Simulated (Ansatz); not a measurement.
Consider the following.

Be₂C (fluorite or antifluorite type, Fm-3m), a = b = c = 4.328 Å, α = β = γ = 90.00°; the cell used has 3 atoms.

This is the PBE-relaxed structure.

Q: All from DFT-PBE in the program Ansatz with PAW potentials, unless another level is named. Give the formation energy from the elements (no fitted shifts).

A: -23 kJ/mol of atoms.

Q: Give the hole effective mass, band 1 of 3 at the edge.

A: 0.42 along [100], 3.5 along [110], 0.69 along [111] (mₑ).

Q: Predict the valence-band maximum.

A: at Γ.

The PBE relaxation kept the symmetry of its start. The references are the lowest solids computed at this level, not always the standard phases.

Potentials: the earlier of the program's two PAW sets.

Edges and masses are those of Kohn–Sham bands, whose gap is no quasiparticle gap.
